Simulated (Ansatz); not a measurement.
Starting cell, CdS (wurtzite):

```yaml
crystal:
  lattice:
    - [4.19618, 0.00000, 0.00000]
    - [-2.09809, 3.63400, 0.00000]
    - [0.00000, 0.00000, 6.82953]
  atoms:
    - { symbol: Cd, position: [0.33333, 0.66667, 0.99917] }
    - { symbol: Cd, position: [0.66667, 0.33333, 0.49917] }
    - { symbol: S, position: [0.33333, 0.66667, 0.37563] }
    - { symbol: S, position: [0.66667, 0.33333, 0.87563] }
```

In each cell atom 2 (Cd, nearest neighbour S at 2.565 Å; its periodic images, 4.2 Å or more away, move with it) moves by s·(0.000, 0.000, 1.000) (along Cartesian z), the rest being held.

These are PBE (plane waves to 420 eV, PAW, scalar-relativistic; Ansatz, a quantum-chemistry and plane-wave program) values and carry that method's errors. k mesh 7×7×4 (Γ-centred), Fermi-Dirac smearing 0.05 eV. The energy includes the smearing's −TS. Left out: 1 of 11 points, with atoms too close for the PAW data. CdS was relaxed with its symmetry unable to fall. ΔE is measured from the undisplaced structure.

```json
[
 {"s (Å)": "-0.770", "ΔE (meV/cell)": "619"},
 {"s (Å)": "-0.616", "ΔE (meV/cell)": "499"},
 {"s (Å)": "-0.462", "ΔE (meV/cell)": "347"},
 {"s (Å)": "-0.308", "ΔE (meV/cell)": "188"},
 {"s (Å)": "-0.154", "ΔE (meV/cell)": "57"},
 {"s (Å)": "0.000", "ΔE (meV/cell)": "0"},
 {"s (Å)": "0.154", "ΔE (meV/cell)": "83"},
 {"s (Å)": "0.308", "ΔE (meV/cell)": "407"},
 {"s (Å)": "0.462", "ΔE (meV/cell)": "1135"},
 {"s (Å)": "0.616", "ΔE (meV/cell)": "2548"}
]
```

**Question.** What force constant k = d²E/ds² at s = 0 does the table give?

**Answer.** 5.8 eV/Å². It is the second difference of the nearest points, corrected with the next pair.

**Question.** With k = 5.76 eV/Å² from the forces, is the well harmonic out to s = 0.616 Å?

**Answer.** ½ks² = 1094 meV/cell against the computed 2548 meV/cell, so the well is stiffer than harmonic there.

(For displaced atoms, the force is minus the slope of the energy, and its curvature is a force constant, which sets phonon frequencies.)
